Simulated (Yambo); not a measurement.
LaAlO3 (cubic perovskite, space group Pm-3m, No. 221); a = 3.783 Å, b = 3.783 Å, c = 3.783 Å, α = 90.00°, β = 90.00°, γ = 90.00°. With the G0W0 scissor the direct gap on the mesh is 4.78 eV.

Question: Does this run resolve the lowest exciton, and if so, what are its energy and binding? (Yambo, PBEsol bands; 6×6×6 mesh, 6 valence and 10 conduction bands, static screening with 72 bands and a 3 Ry block, scissor 1.28 eV, Tamm-Dancoff.)

Answer: No. The lowest state covers only about 1 of the 216 k points, so the mesh doesn't resolve it: its energy and its distance from the direct gap are mesh artefacts. An extended exciton needs a far denser mesh. The scissor comes from a G0W0 run whose convergence isn't established. The 4f states are in the valence at their DFT position. The cell is held in this high symmetry; tilts and polar distortions were not searched.

Geometry of the Materials Project entry, not relaxed at this level.

This is not the ordinary phase of the substance.
